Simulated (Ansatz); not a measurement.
A geometry of Ga away from equilibrium: step 2 of the relaxation of a relaxed Ga cell, doubled along one cell vector, shaken by Gaussian noise of σ = 0.08 Å a coordinate. Method: PBE (plane waves to 420 eV, PAW, scalar-relativistic; Ansatz, a program for electronic structure). Γ-centred k-mesh 8×4×7 on the run's cell (coarser than for final values), Fermi–Dirac smearing 0.05 eV.

```xyz
8
Lattice="2.2784 -3.8411 0.0085 4.5744 7.6927 -0.0365 -0.0098 -0.0159 4.5658" Properties=species:S:1:pos:R:3:forces:R:3 pbc="T T T" free_energy=-30264.148 pressure_GPa=0.8
Ga     2.2862    -2.6370     0.2706   -0.0450    0.6287    0.2390
Ga     4.5838     1.2392     0.3392   -0.0026    0.0180    0.0612
Ga     2.2690     2.6656     4.1729   -0.0391    0.0304   -0.0953
Ga     4.5523     6.5519     4.1634    0.0485   -0.6299   -0.1941
Ga     2.2660     1.2753     1.8726    0.0227   -0.1180    0.0006
Ga     4.5833     5.0731     1.8767   -0.0015   -0.0107   -0.0315
Ga     2.2541    -1.1507     2.5648   -0.0043    0.0142    0.0695
Ga     4.5501     2.6616     2.6351    0.0213    0.0673   -0.0496
```

Positions in Å, forces in eV/Å, free energy of the cell in eV (comparable only within this code, potentials and settings). Largest force: 0.67 eV/Å, on Ga1 (atoms numbered as listed); the geometry lies 0.01 eV/atom above the end of its relaxation.

No spin polarisation in the result.
